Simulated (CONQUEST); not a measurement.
CONQUEST run on a model cell of Al (Im-3m, 2 atoms in the cell; prototype structure): self-consistent single point.

Level of theory: PBEsol, numerical atomic orbitals double-zeta with polarisation (the shipped basis), PseudoDojo norm-conserving potentials made for PBEsol (CONQUEST).

```yaml
crystal:
  lattice:
    - [3.21449, 0.00000, 0.00000]
    - [0.00000, 3.21449, 0.00000]
    - [0.00000, 0.00000, 3.21449]
  atoms:
    - { symbol: Al, position: [0.00000, 0.00000, 0.00000] }
    - { symbol: Al, position: [0.50000, 0.50000, 0.50000] }
```

Reference input (self-consistent single point, DFT, PBEsol, numerical atomic orbitals double-zeta with polarisation (the shipped basis), PseudoDojo norm-conserving potentials made for PBEsol): basis = DZP; Diag.MPMeshX, Y, Z = 7 7 7; potentials = PseudoDojo norm-conserving PBEsol; Grid.GridCutoff = 70 Ha; DM.SolutionMethod = diagon; Diag.kT = 0.003675 Ha; Diag.GammaCentred = true; minE.SCTolerance = 1.0e-06; SC.MaxIters = 100; SC.LinearMixingFactor = 0.3; SC.KerkerPreCondition = true; SC.KerkerFactor = 0.3 1/bohr. This run's input differs from it in these lines:

```diff
@@ -16,7 +16,7 @@
 Diag.MPMesh                    T
-Diag.MPMeshX                   7
-Diag.MPMeshY                   7
-Diag.MPMeshZ                   7
+Diag.MPMeshX                   8
+Diag.MPMeshY                   8
+Diag.MPMeshZ                   8
 Diag.GammaCentred              T
-Diag.kT                        0.003675
+Diag.kT                        0.011025
```

Output, abridged:

```
    new_SC_potl: Starting.  Tolerance:  0.10000E-05

    PulayMixSC: Starting Pulay mixing, A_up =  0.300 A_dn =  0.300
    PulayMixSC: Spin non-polarised calculation.
    PulayMixSC: with Kerker preconditioning, q0 =  0.300
          Harris-Foulkes Energy            :        -4.618027233893164 Ha
          GroundState Energy (E-(1/2)TS)   :        -4.622982524232645 Ha
          Free Energy (E-TS)               :        -4.627937814572126 Ha
          DFT Total Energy                 :        -4.616854946827280 Ha
          Total number of electrons        :         6.000000000000014
   [... lines left out ...]
          Total number of electrons        :         6.000034892715791
    PulayMixSC: Pulay iteration     7 residual:              0.12191E-05
          Harris-Foulkes Energy            :        -4.616876195606830 Ha
          GroundState Energy (E-(1/2)TS)   :        -4.621847300307844 Ha
          Free Energy (E-TS)               :        -4.626818405008859 Ha
          DFT Total Energy                 :        -4.616876195616824 Ha
          Total number of electrons        :         6.000035488916093
    PulayMixSC: Pulay iteration     8 residual:              0.98639E-06
    PulayMixSC: Reached SCF tolerance of  0.98639E-06 after      8 iterations
      | Number of electrons      =         6.000035
      |* band energy as 2Tr[K.H] =        -2.238208986722760 Ha
      |  screened ion-ion energy =        -2.387587850872565 Ha
      |  Ha correction           =         0.002131372681823 Ha
      |  XC correction           =         0.006789240169820 Ha
      | GS Energy as E-(1/2)TS   =        -4.621847300307844 Ha
      | Free Energy as E-TS      =        -4.626818405008859 Ha
      |* Harris-Foulkes energy   =        -4.616876195606830 Ha
      |* DFT total energy        =        -4.616876195616824 Ha
      |  estimated accuracy      =         0.000000000009994 Ha

    force: Forces on atoms (Ha/a0)
    force:  Atom   X              Y              Z
   [... lines left out ...]
    force: Maximum force :        0.00000000(Ha/a0) on atom         2 in z direction
   [... lines left out ...]
    force: Force Residual:        0.00000000 Ha/a0
    force: Total stress:         -0.98046688     0.00000000     0.00000000 GPa
                             0.00000000    -0.98046688     0.00000000
                             0.00000000     0.00000000    -0.98046688
    force: Average pressure:      0.98046688 GPa

    force: Finished force
    get_E_and_F: Change in energy during last step of electronic optimisation:  0.13709E-06
```

The run converged in 8 iterations. CONQUEST prints the stress tensor with tension positive. Against the reference run the free energy falls by 52.7 meV/atom and the pressure goes from 0.57 to 0.98 GPa.

The cell was set up from a structure prototype or typed lattice constants and was not relaxed beforehand at this level. The program uses no crystal symmetry, so grid and mesh can part values that symmetry would make equal. The atom-centred basis is finite, which shifts total energies and pressures against plane waves. This run is one point of a test of settings, so its values need not be converged; read them against the reference run alone. No clean gap shows at this smearing width and mesh (spacing up to 0.24 Å⁻¹); the mesh is coarse for partly filled bands, so the values carry mesh errors.

Cost on one core: about 50 core-seconds (a rough figure).
